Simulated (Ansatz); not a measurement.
Input:

ZnSe2:
```yaml
crystal:
  lattice:
    - [6.30624, 0.00000, 0.00000]
    - [0.00000, 6.30624, 0.00000]
    - [0.00000, 0.00000, 6.30624]
  atoms:
    - { symbol: Zn, position: [0.50000, 0.50000, 0.00000] }
    - { symbol: Zn, position: [0.00000, 0.50000, 0.50000] }
    - { symbol: Zn, position: [0.00000, 0.00000, 0.00000] }
    - { symbol: Zn, position: [0.50000, 0.00000, 0.50000] }
    - { symbol: Se, position: [0.10826, 0.89174, 0.39174] }
    - { symbol: Se, position: [0.89174, 0.10826, 0.60826] }
    - { symbol: Se, position: [0.39174, 0.10826, 0.89174] }
    - { symbol: Se, position: [0.60826, 0.89174, 0.10826] }
    - { symbol: Se, position: [0.60826, 0.60826, 0.60826] }
    - { symbol: Se, position: [0.39174, 0.39174, 0.39174] }
    - { symbol: Se, position: [0.89174, 0.39174, 0.10826] }
    - { symbol: Se, position: [0.10826, 0.60826, 0.89174] }
```

This is the r²SCAN-relaxed structure.

Problem. All from r²SCAN in the plane-wave PAW code Ansatz, unless another level is named. Give the smallest direct gap on the standard path.

Solution. 1.35 eV.

Problem. Next, the band gap?

Solution. 1.14 eV (indirect).

Problem. Next, the formation energy from the elements (no fitted shifts)?

Solution. -0.43 eV/atom.

Problem. And the valence-band maximum?

Solution. at Γ.

Problem. Predict the conduction-band minimum.

Solution. on the Γ–R line, 41 % of the way from Γ (8 equivalent valleys).

Space group Pa-3. The first step of the workflow began from a Materials Project structure, measured or hypothetical; the Crystallography Open Database copy checked does not list it. Its standing as an ambient phase is unchecked. The cell was relaxed with r²SCAN under the symmetry of its start; its stability against distortions is not shown here. The references are the lowest solids computed at this level, not always the standard phases. Spin–orbit coupling is left out wherever it is not named.

Potentials: the earlier of the program's two PAW sets.
